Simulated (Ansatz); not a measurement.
Each is relaxed and computed with plane-wave PAW r²SCAN (Ansatz code). Which is the only one with a gap?
A. SiGe, CsCl type
B. SiSnGeC, Pmm2 (C on 1a, Si on 1c, Ge on 1d, Sn on 1b)
C. Si3Ge, P-4m2 (Si on 2g, Si on 1a, Ge on 1c)
D. SiNi2, Pnma (Si on 4c, Ni on 4c, Ni on 4c)

C, Si3Ge, P-4m2 (Si on 2g, Si on 1a, Ge on 1c). Si3Ge: gap 0.56 eV (indirect); SiGe: metal; SiSnGeC: metal; SiNi2: metal. Constructed cells (a structure type filled with these elements, in neither database checked): SiGe, CsCl type. Typed or built starts, not in the databases checked: Si3Ge, P-4m2 (Si on 2g, Si on 1a, Ge on 1c); SiSnGeC, Pmm2 (C on 1a, Si on 1c, Ge on 1d, Sn on 1b). Unstable at this level: SiGe, CsCl type. All cells were relaxed under the symmetry of their starts (and spin orders); stability against distortions was not tested throughout. Rows with no word on spin ran without spin polarisation. Spin–orbit coupling is left out wherever it is not named.

Potentials: the earlier of the program's two PAW sets.
